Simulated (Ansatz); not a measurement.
ScPt, DFT, LDA, all-electron LAPW, scalar-relativistic (Ansatz 0.2.0), run on 1 thread of Intel(R) Xeon(R) 6975P-C (Granite Rapids) on a shared host.

The cell comes from COD entry 1537628, which wasn't checked; take it as a given geometry. The listed cell was then made from it by scaling, straining or moving an atom.

Command: `ansatz run input.yaml --threads 1 --pin off --max-ram 3072MiB --backend cpu --events-out ev --progress --plain --runs-dir out`

```yaml
crystal:
  lattice:
    - [3.27, -0.01635, -0.01635]
    - [-0.01635, 3.27, -0.01635]
    - [-0.01635, -0.01635, 3.27]
  atoms:
    - { symbol: Sc, position: [0.5, 0.5, 0.5] }
    - { symbol: Pt, position: [0.0, 0.0, 0.0] }
kpoints:
  mp_grid: { grid: [10, 10, 10] }
  band_path:
    path:
      - [0.0, 0.0, 0.0]
      - [0.5, 0.0, 0.0]
      - [0.5, -0.5, 0.5]
      - [0.4901240068, -0.5098759932, 0.4901240068]
      - [0.4901240068, 0.4901240068, 0.4901240068]
      - [0.0, 0.0, 0.0]
      - [0.5, -0.5, 0.0]
    npoints: 5
scf:
  occupations: { method: fermi_dirac, width: 0.05 }
hamiltonian:
  xc: lda
  pseudopotentials: { kind: all_electron, lapw: { basis_error: 0.00025 } }
output:
  forces: true
  stress: true
  eigenvalues: true
```

(1) How large is the problem that the program sets up?

(2) Estimate the wall time and the peak memory.

Results:

(1) 116 irreducible k-points, 377 plane waves at Γ, 36 bands.

(2) 27 s of wall time for 11 SCF iterations, with a peak of 0.64 GiB. Times on shared machines scatter by tens of per cent.
